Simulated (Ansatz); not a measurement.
AgI:
```cif
data_Ag2I2
_chemical_formula_sum 'Ag2 I2'
_space_group_name_H-M_alt 'P63/mmc'
_space_group_IT_number 194
_space_group_name_Hall '-P 6c 2c'
_cell_length_a 4.42024
_cell_length_b 4.42024
_cell_length_c 6.40623
_cell_angle_alpha 90.000
_cell_angle_beta 90.000
_cell_angle_gamma 120.000
loop_
_atom_site_label
_atom_site_type_symbol
_atom_site_symmetry_multiplicity
_atom_site_Wyckoff_symbol
_atom_site_fract_x
_atom_site_fract_y
_atom_site_fract_z
_atom_site_occupancy
Ag1 Ag 2 a 0.00000 0.00000 0.00000 1
I1 I 2 c 0.33333 0.66667 0.25000 1
```

Relaxed with PBEsol. DFT-PBEsol in the program Ansatz with PAW potentials gives a gap of 0.66 eV.

Q: What gap does HSE06 give on the same cell (Ansatz, PAW)?

A: 1.94 eV, 1.28 eV more. The hybrid was solved on a coarser mesh and at special points; its gap is the smallest among all of these.

Cost on shared cores: the PBEsol run (SCF on a 7×7×5 mesh, then bands and DOS) about 70 core-seconds (a rough figure), the HSE06 run (SCF on 5×5×3, then a few points) very roughly 110 core-seconds; the tasks are unlike.

Space group P6_3/mmc (NiAs type). The start of the workflow was typed in or built on a structure type; neither database checked (COD, Materials Project) lists it. It is not the phase usual at ambient conditions (space group No. 186, 216). The cell was relaxed with PBEsol under the symmetry of its start; of distortions, only those at the zone centre were tested. No spin polarisation was allowed. Spin–orbit coupling is left out wherever it is not named.

Potentials: the later of the program's two PAW sets.
